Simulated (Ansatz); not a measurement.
Density of states of LaAs

```
La As
1.0
     0.00000    3.06250    3.06250
     3.06250    0.00000    3.06250
     3.06250    3.06250    0.00000
La As
1 1
Direct
  0.00000 0.00000 0.00000
  0.50000 0.50000 0.50000
```

The cell is COD entry 9008656, as deposited and not checked against the literature; nothing was relaxed.

No spin–orbit coupling, which matters for the heavy atoms here.

The calculation used DFT, PBEsol, all-electron LAPW, scalar-relativistic in Ansatz 0.2.0.

Sampling and basis: a Γ-centred 12×12×12 k mesh, Fermi–Dirac smearing of 0.05 eV, basis error target 1 meV/atom, no spin polarisation.

**Question.** Where is the centre of the filled La 5d states between -14 eV and the top of the filled states?

**Answer.** -2.44 eV from the Fermi level.

**Question.** Tabulate the density of states.

**Answer.** States per eV and cell, averaged over 0.4 eV, from -9.8 to 2.0 eV, with energies (bin centres) from the Fermi level; empty bins are left out. The partial columns, the largest 5 alone, are projections on Löwdin-orthogonalised atomic shells (those that the program's projection atoms carry: the occupied ones and, for some elements, an empty d or f shell; other empty shells have no column), summed over atoms of an element. Weights on diffuse s and p shells depend on that basis and aren't pure angular character.
```csv
E (eV),total,As 4p,La 5d,As 4s,La 4f,La 6s
-9.7,0.22,0.00,0.01,0.13,0.00,0.07
-9.3,2.22,0.00,0.35,1.55,0.01,0.20
-8.9,2.40,0.00,0.28,1.84,0.02,0.11
-8.5,0.16,0.00,0.01,0.14,0.00,0.00
-3.3,0.04,0.02,0.01,0.00,0.00,0.01
-2.9,0.58,0.31,0.16,0.00,0.00,0.08
-2.5,1.53,0.86,0.39,0.01,0.02,0.19
-2.1,1.55,0.92,0.35,0.02,0.03,0.17
-1.7,2.05,1.23,0.66,0.01,0.03,0.07
-1.3,5.05,3.19,1.54,0.03,0.08,0.02
-0.9,2.64,1.60,0.83,0.01,0.11,0.00
-0.5,1.37,0.89,0.32,0.00,0.12,0.00
-0.1,0.22,0.14,0.04,0.00,0.03,0.00
0.3,0.20,0.04,0.13,0.00,0.02,0.00
0.7,0.46,0.08,0.30,0.00,0.06,0.00
1.1,0.78,0.10,0.49,0.00,0.15,0.00
1.5,1.37,0.12,0.76,0.01,0.42,0.02
1.9,2.08,0.10,0.90,0.00,0.97,0.03
```
